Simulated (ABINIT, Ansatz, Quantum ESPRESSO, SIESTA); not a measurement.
## GeCN2: programs and potentials compared

```
Ge N C
1.0
     1.79379    1.03565    4.92196
    -1.79379    1.03565    4.92196
     0.00000   -2.07129    4.92196
Ge N C
1 2 1
Cartesian
  0.0000 0.0000 0.0000
  0.0000 0.0000 8.6219
  0.0000 0.0000 6.1440
  0.0000 0.0000 7.3829
```

The cell comes from a database or a generator and needn't be the stable form of this composition.

Alike in all runs: task single point; functional PBE; k mesh 9 × 9 × 9; occupations fermi-dirac, width 0.05 eV; no spin polarisation; no spin-orbit coupling. Pressure is positive in compression and, in plane waves, holds the error of the finite cutoff.

```tsv
program and potentials	plane-wave cutoff (eV)	notes	pressure (GPa)	largest force (eV/Å)
Ansatz, all-electron LAPW, scalar-relativistic	-	-	-0.05	0.055
SIESTA, files PseudoDojo sr-pbe-0.4.1-standard, DZP (energy shift 0.003 Ry; two zetas on semicore shells)	-	atomic basis	4.52	1.739
Quantum ESPRESSO, SSSP 1.3 efficiency PBE	816	-	-0.27	0.033
ABINIT, JTH PAW PBE v2.0	707	-	?	?
```

Task: Estimate from the other rows what the run with ABINIT, JTH PAW PBE v2.0 gave.

Result: Pressure 0.06 GPa; largest force 0.098 eV/Å. The other rows, which needn't bracket it: pressure -0.27 to 4.52; largest force 0.033 to 1.739.
